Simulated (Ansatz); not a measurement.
The numbers come from plane-wave PAW DFT (Ansatz): PBEsol, spin-orbit coupling, 420 eV, 5×5×5 Γ-centred k points, fermi-dirac occupations (width 0.0627 eV). Nothing was relaxed.

Computed maps in the lattice plane spanned by b (left to right, 6.18 Å, 19 points from zero) and c (bottom to top, 6.18 Å, 19 points from zero), 90° apart, at height 0.254 along a. The fields are smooth PAW ones with compensation charges, not the true ones near nuclei.

Valence density. Digits on a logarithmic scale: 0 up to 0.03 e/Å³, each further digit a factor of 1.6, 9 from 1.3 e/Å³ up:
```
3455554334677765333
3345666445688875433
3457898655688876543
4468999755677776654
5569999854566666766
6568999753345667887
6556787543234567998
6444555543223457887
5433455554323456776
4333466765433445555
3334568886544555544
3334678987555777653
3445678886557999854
4566677766558999965
5677766654458999965
6788765443346899755
6788764322235676545
5677654322345554334
4566543333556654333
```

ELF less spin currents. Ten even steps from '0' (0.06) to '9' (0.84):
```
2333331015899874100
0124775215899886310
1148999624898887421
2269759933788886433
3379518941477764333
3369989930145543333
4337998510012433233
4312343210001333334
4200124564100233344
3101368888400134444
1003688998511344432
0024788898514899631
1235788888428989952
3334678886249815973
3333367763149947973
3333345420028999953
4433333100002677423
4443332000122221013
4444431002677641001
```

**Question.** The cell is SbSeN. Which atoms lie within 0.2 Å of this plane, and where (fractions of b and c)?

**Answer.** N at (0.75, 0.25), N at (0.25, 0.75). The whole cell:
```
N Sb Se
1.0
     6.18289    0.00000    0.00000
     0.00000    6.18289    0.00000
     0.00000    0.00000    6.18289
N Sb Se
4 4 4
Cartesian
  1.5698 4.6131 1.5216
  1.5216 1.5698 4.6131
  4.6613 4.6613 4.6613
  4.6131 1.5216 1.5698
  0.7838 0.7838 0.7838
  2.3076 5.3991 3.8753
  3.8753 2.3076 5.3991
  5.3991 3.8753 2.3076
  3.9096 5.3648 0.8181
  5.3648 0.8181 3.9096
  0.8181 3.9096 5.3648
  2.2733 2.2733 2.2733
```

The state carries no moments; the state need not be the lowest.

Origin: a known structure type with other elements, at an estimated volume, so it need not be a known compound.
